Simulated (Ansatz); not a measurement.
A comparison from first-principles data. Relaxing one composition in several structure types shows which are competitive, which pressure would favour, and how volume and gap change with structure.

The yardstick is MoGe2, C54 type, Fddd. The reference is the lowest phase computed, which need not be the stable form in nature.

Where the numbers come from (Ansatz, a plane-wave PAW program): energy: PBE, total energy at 0 K with the change to a 700 eV cutoff added (comparable within one formula alone); volume per atom: PBE, relaxed cell; gap: PBE; bulk modulus: PBE, equation-of-state fit.

Started from generated or typed cells, with no claim that the phase is known: MoGe2, C54 type, Fddd; MoGe2, Al2Cu type, I4/mcm; MoGe2, AlB2 type, P6/mmm; MoGe2, C49 type, Cmcm; MoGe2, fluorite or antifluorite type. No gap (0.00) means none at this level, which can close a small real gap. Spin–orbit coupling is left out unless named.

Model: ΔE = E − E_ref; ΔV = V − V_ref; temperature scale ΔE/k_B = 11.605 K/meV × ΔE.

| crystal | E (eV/atom) | V (Å³/atom) | gap (eV) | B₀ (GPa) | ΔE (meV/atom) | ΔV (Å³/atom) | ΔE/k_B (K) |
|---|---|---|---|---|---|---|---|
| MoGe2, C54 type, Fddd, reference | −4515.377 | 15.57 | 0.00 | 125 | 0.0 | 0.00 | 0 |
| MoGe2, Al2Cu type, I4/mcm | −4515.367 | 16.86 | 0.00 | 146 | 10.0 | 1.29 | 120 |
| MoGe2, AlB2 type, P6/mmm | −4514.932 | 16.39 | 0.00 | 126 | 445.0 | 0.82 | 5200 |
| MoGe2, C49 type, Cmcm | −4515.158 | 15.93 | 0.00 | 123 | 317.6 | 0.36 | 3700 |
| MoGe2, fluorite or antifluorite type | −4514.858 | 18.89 | 0.00 | 111 | 519.0 | 3.32 | 6000 |

Problem. A slip was made in one value of «ΔE (meV/atom)» and carried on. Locate it and redo the row.

Solution. The row of MoGe2, C49 type, Cmcm shows 317.6. From its own inputs, ΔE = 1000 × (−4515.158 − (−4515.377)) = 219.0 meV/atom. Carried on: ΔE/k_B: 11.605 × 219.0 = 2500 K. The other rows agree with the rules.

With the correction: In order of ΔE, lowest first: MoGe2, C54 type, Fddd (0.0 ± 5.0), MoGe2, Al2Cu type, I4/mcm (10.0 ± 5.0), MoGe2, C49 type, Cmcm (219.0 ± 5.0), MoGe2, AlB2 type, P6/mmm (445.0 ± 5.0), MoGe2, fluorite or antifluorite type (519.0 ± 5.0). The ± follows from allowances picked for this note (energy 0.004 eV/atom, 3 meV/atom on the figure itself), carried to first order and added in quadrature, each row's own inputs moving alone; ≈ joins neighbours closer than their two ± added in quadrature.

Vibrational free energy is left out, and phases that were not computed could lie lower. Rows are a sample of the computed phases of this formula. Limits of the draw: a spread of over 30 meV/atom, none over 0.9 eV/atom above the reference, within 8 meV/atom of the lowest or within 3 meV/atom of a neighbour. As a rule kept out of such tables: 4f compounds, open-shell compounds run without a Hubbard term, cells found unstable in the tests at hand, cells close to a higher symmetry, and runs set to a pressure or over 12 % in volume from the crystal's fullest run.
